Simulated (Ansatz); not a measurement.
## ScBPt3 (Pm-3m), a sublattice moved along a line

The calculation used DFT PBE, scalar-relativistic, plane waves, PAW (Ansatz). The runs took a 420 eV cutoff, a Γ-centred 12×12×12 mesh and Gaussian smearing (0.15 eV). Spin–orbit coupling is left out, which can shift energies with elements as heavy as these. No spin polarisation. Energies are free energies at this smearing, counted from the undisturbed cell; pressure is positive in compression.

Reference structure (relaxed at this level; it needn't be the usual structure):

```
CELL_PARAMETERS angstrom
4.25454 0.00000 0.00000
0.00000 4.25454 0.00000
0.00000 0.00000 4.25454
ATOMIC_POSITIONS crystal
Sc 0.00000 0.00000 0.00000
B 0.50000 0.50000 0.50000
Pt 0.00000 0.50000 0.50000
Pt 0.50000 0.50000 0.00000
Pt 0.50000 0.00000 0.50000
```

Every Sc atom is moved by x along the Cartesian unit vector (0.707, -0.707, 0.000); the cell and all other atoms stay fixed. The cell is metallic on the mesh throughout.

```tsv
x (Å)	ΔE (meV/cell)
-0.2000	49.6
-0.1000	12.0
0.0000	0.0
0.1500	27.3
```

(1) Predict the pressure (GPa) at each point.

Answers

(1)
```tsv
x (Å)	pressure (GPa)
-0.2000	0.8
-0.1000	0.2
0.0000	0.0
0.1500	0.5
```

Cost: 4 runs of about 3.7 core-minutes in all, on Arm Neoverse V1 (shared hosts).